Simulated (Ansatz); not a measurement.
## Ansatz 0.2.0, settings compared: Sb2AsS2

input.yaml:

```yaml
crystal:
  lattice:
    - [5.30860566, 1.95504836, 0.0]
    - [5.30860566, -1.95504836, 0.0]
    - [5.2620282, 0.0, -11.15709899]
  atoms:
    - { symbol: Sb, position: [0.9548, 0.9548, 0.8245] }
    - { symbol: Sb, position: [0.0452, 0.0452, 0.1755] }
    - { symbol: Sb, position: [0.8119, 0.8119, 0.6021] }
    - { symbol: Sb, position: [0.1881, 0.1881, 0.3979] }
    - { symbol: As, position: [0.3942, 0.3942, 0.9844] }
    - { symbol: As, position: [0.6058, 0.6058, 0.0156] }
    - { symbol: S, position: [0.2114, 0.2114, 0.7624] }
    - { symbol: S, position: [0.7886, 0.7886, 0.2376] }
    - { symbol: S, position: [0.5937, 0.5937, 0.5916] }
    - { symbol: S, position: [0.4063, 0.4063, 0.4084] }
  symmetry: { tolerance: 0.0003 }
kpoints:
  mp_grid: { grid: [5, 5, 2], shift: [0, 0, 0] }
magnetization:
  spin_polarized: false
scf:
  occupations: { method: fermi_dirac }
hamiltonian:
  pseudopotentials: { kind: paw }
  xc: r2scan
basis:
  ecutwfc: 500
output:
  forces: true
  stress: true
  eigenvalues: true
```

The command:

```bash
ansatz run input.yaml --threads 1 --pin off --max-ram 2560MiB --backend cpu --events-out ev --progress --plain --runs-dir out
```

Origin of the cell: a database entry, scaled a little.

The smearing width isn't typed, so it takes its default of 0.1 eV.

Output of this run (shortened):

```
Pseudopotentials: kind: paw
Pseudopotential: Sb, paw, valence charge 15, recommended cutoff 500 eV (meta_gga), Sb.paw.azcp
Pseudopotential: As, paw, valence charge 15, recommended cutoff 500 eV (meta_gga), As.paw.azcp
Pseudopotential: S, paw, valence charge 6, recommended cutoff 500 eV (meta_gga), S.paw.azcp
Functional definition: r2SCAN
  exchange = r2scan_x(k0 = k0, k1 = k1, a1 = a1)
  correlation = r2scan_c
Crystal: 10 atoms, lattice volume = 231.590 Å³
Basis set: ecut = 500 eV, 5889 PW (Γ), exchange–correlation on 180×180×360 points (64 copies of the dense FFT grid, shifted against one another)
Bands: 69, of which v1, the nominal top of the filled ones, is band 57 counted from 1 (56 counted from 0)
Symmetry: 4 space group operations
[… 11 lines left out …]
Initial density: superposition of atomic densities (neutral atoms: chi_scale 0, normalization atom), corrected by the library's trained network
Functional: x = r2scan, c = r2scan; τ floored in thin density (d = 2e-4 eV/Å³)
SCF iter   1: F=—  HF=-39350.515112 eV  Δρ=5.44e-3  dr2=5.61e-2  dr2_τ=3.77e-2
SCF iter   2: F=—  HF=-39350.595072 eV  Δρ=3.04e-3  dr2=1.68e-2  dr2_τ=3.50e-4  defer=13
SCF iter   3: F=—  HF=-39350.595738 eV  Δρ=1.08e-3  dr2=1.78e-3  dr2_τ=6.63e-5  defer=13
SCF iter   4: F=—  HF=-39350.595865 eV  Δρ=1.98e-4  dr2=1.16e-4  dr2_τ=5.37e-6  defer=13
SCF iter   5: F=—  HF=-39350.595885 eV  Δρ=7.45e-5  dr2=2.49e-5  dr2_τ=8.24e-7  defer=13
SCF iter   6: F=—  HF=-39350.595913 eV  Δρ=2.72e-5  dr2=1.91e-6  dr2_τ=4.60e-8  defer=13
SCF iter   7: F=—  HF=-39350.595914 eV  Δρ=7.08e-6  dr2=2.33e-7  dr2_τ=1.00e-8  defer=13
SCF iter   8: F=-39350.595914 eV  HF=-39350.595914 eV  Δρ=2.09e-6  dr2=1.17e-8  dr2_τ=3.89e-10
SCF 1 converged in 8 iterations: F = -39350.595914 eV  dr2 = 1.17e-8
SCF converged after 8 iterations
Free energy (F): -39350.595914 eV
Harris-Foulkes:  -39350.595914 eV  (|F-HF|=1.38e-10)
Internal energy: -39350.592356 eV  (E = F + TS)
E sigma→0 (E₀):  -39350.594135 eV
Entropy (-TS):   -0.003558 eV (-0.356 meV/atom)
Fermi energy:    9.647658 eV
--- Per-component energies (eV) ---
  E_band       = -1219.295920
  E_kinetic    = 1459.115668
  E_local      = -11164.729717  (includes V_loc(G=0)·N_el)
  E_nonlocal   = 224.566923
  E_hartree    = 5382.925326
  E_xc         = -1026.084519
  E_vxc        = -958.800417  (∫ρ·V_xc dr)
  E_paw        = -24536.717406  (= ΣΔE_a)
  E_vpaw       = -1599.060621  (= ΣTr[D̂ρ^β])
  E_aug_tail   = -0.000011  (compensation charges beyond the density's cutoff)
  E_vtau       = 53.763176  (kinetic-family band-sum trace: ∫τ·v_τ [+ j·A + Jᵃ·Aᵃ] dr)
  E_ewald      = -9688.338886
  E_core_change = -1.329735  (= ΣΔE_core)
  E_smearing   = -0.003558  (= −TS)
  Σ components = -39350.595914   (vs F -39350.595914, Δ=0.00e0)
--- Forces (eV/Å), atoms counted from 1 ---
  atom   1  Sb    -0.195931     0.000000     0.164794
[… 4 lines left out …]
  atom   6  As    -0.267584     0.000000     0.183903
  atom   7  S      0.195311    -0.000000    -0.279312
  atom   8  S     -0.195311     0.000000     0.279312
  atom   9  S     -0.430430     0.000000     0.677944
  atom  10  S      0.430430    -0.000000    -0.677944
  max |Σ_I F_I| component: 1.11e-16 eV/Å
--- Stress (GPa, compression-positive) ---
        4.866559       0.000000      -1.589085
        0.000000       4.242251       0.000000
       -1.589085       0.000000       3.114496
  P = ⅓ Tr σ = 4.0744 GPa (40.744 kbar)
```

The same input was run again with these changes:

1. `basis.ecutwfc` 500 → "44.1 Ry"; `kpoints.mp_grid.grid` [5, 5, 2] → [4, 4, 2]; `crystal.symmetry` { tolerance: 0.0003 } → { detect: false }
2. `kpoints.mp_grid.grid` [5, 5, 2] → [2, 2, 1]; `accuracy` default → high
3. `total_charge` default → -1
4. `kpoints.mp_grid.shift` [0, 0, 0] → [0.5, 0.5, 0.5]

| run | end | SCF iterations | P (GPa) | max force component (eV/Å) | moment (μB) | ΔE(σ→0) (meV/atom) |
| --- | --- | --- | --- | --- | --- | --- |
| base | converged | 8 | 4.07 | 0.678 | – | 0 |
| 1 | converged | 8 | 4.07 | 0.667 | – | 1.47 |
| 2 | converged | 11 | 5.48 | 0.558 | – | 149.95 |
| 3 | converged | 10 | – | 0.879 | – | – |
| 4 | converged | 8 | 4.08 | 0.682 | – | -0.69 |

Energies are compared only where functional, datasets, charge and starting cell are the same.

Not properties of the system: run 2 (too coarse or loose: `kpoints.mp_grid.grid` = [2, 2, 1]).

Caveats of the base run: no spin-orbit coupling, though heavy elements are present.

Run 2: the k mesh is coarse if the cell is a metal.
Run 3: charged cell with a uniform background, whose pressure depends on convention; no moments, though an odd count or open d shells may carry them; the k mesh is coarse if the cell is a metal.

The base run took 30 s on 1 thread of Intel(R) Xeon(R) Platinum 8375C CPU @ 2.90GHz (Ice Lake), with other jobs on the host, peak memory 1.4 GiB, from the program's own first density.
